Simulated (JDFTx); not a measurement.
surface: Al(111)
bulk: Al, Fm-3m, lattice of mp-134 (not re-optimised)
slab: 6 atoms in 6 planes, 1x1, 11.7 Å between the outermost planes
in-plane cell: 2.856 × 2.856 Å, 7.06 Å²
cell height: 27.7 Å
sampling: 8×8×1 k mesh, Fermi smearing 0.01 Ha, no spin polarisation

Profiles through the double layer of this slab, charged, in linear PCM (GLSSA13), water, 0.5 M KCl; PBE, GBRV ultrasoft potentials, plane waves to 20/100 Ha, JDFTx (a modified build). z is the height above the outermost atoms, φ the plane-averaged electrostatic potential energy of an electron (zero in the bulk liquid), ρ_b the bound charge of solvent and ions, s the cavity shape function (0 in the solid, 1 in the liquid).

```csv
z (Å),n (e/Å³),s,φ (eV),ρ_b (10⁻³ e/Å³)
0.83,0.1281,0.00,-3.628,0.00
1.29,0.0571,0.00,-2.294,-0.36
1.75,0.0184,0.00,-0.670,-10.06
2.21,0.0052,0.11,-0.104,-7.73
2.67,0.0015,0.80,-0.074,0.98
3.13,0.0004,1.00,-0.066,0.47
3.60,0.0001,1.00,-0.059,0.13
4.06,0.0000,1.00,-0.053,0.03
4.52,0.0000,1.00,-0.048,0.00
4.98,0.0000,1.00,-0.043,-0.01
5.44,0.0000,1.00,-0.038,-0.01
5.90,0.0000,1.00,-0.035,-0.01
6.37,0.0000,1.00,-0.031,-0.01
6.83,0.0000,1.00,-0.028,-0.01
7.29,0.0000,1.00,-0.025,-0.01
7.75,0.0000,1.00,-0.023,-0.01
```

Is the electrode positively or negatively charged, and roughly by how much?

Positively: σ = 12.4 μC/cm² per face. The liquid's bound charge is of the opposite sign overall, and far from the surface φ decays with the screening length (4.3 Å).
